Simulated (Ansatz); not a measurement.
Values for one crystal, relaxed and computed with DFT-r²SCAN in the program Ansatz with PAW potentials; other levels are named.

```yaml
volume_per_atom: 17.28 Å³
electronic_character: metallic (no gap)
Pressure derivative B′: 4.4
Formation energy from the elements (no fitted shifts): 0.41 eV/atom
Density of states at the Fermi level: 0.83 states/eV per atom (mean over ±0.08 eV)
Gap with spin–orbit coupling: none (metallic)
Bulk modulus (Birch–Murnaghan fit): 168 GPa
```

Problem. Pick the material that matches.
A) GdAg2, MoSi2 or CaC2 type
B) TaAg, L1₀ or tetragonal B2
C) Zr3Ag, Cu3Au type
D) TaNi3, I4/mmm (Ni on 4d, Ta on 2a, Ni on 2b)

Solution. B, TaAg, L1₀ or tetragonal B2

Space group P4/mmm (L1₀ or tetragonal B2). The start of the workflow was typed in or built on a structure type; neither database checked (COD, Materials Project) lists it. Its standing as an ambient phase is unchecked. Symmetry was held in the r²SCAN relaxation; its stability against distortions is not shown here. The run is not spin-polarised. Its formation energy is positive at this level, so the cell may be metastable or incomplete. The references are the lowest solids computed at this level, not always the standard phases. Scalar-relativistic: spin–orbit coupling is off unless named, which matters more the heavier the elements.

Potentials: the later of the program's two PAW sets.
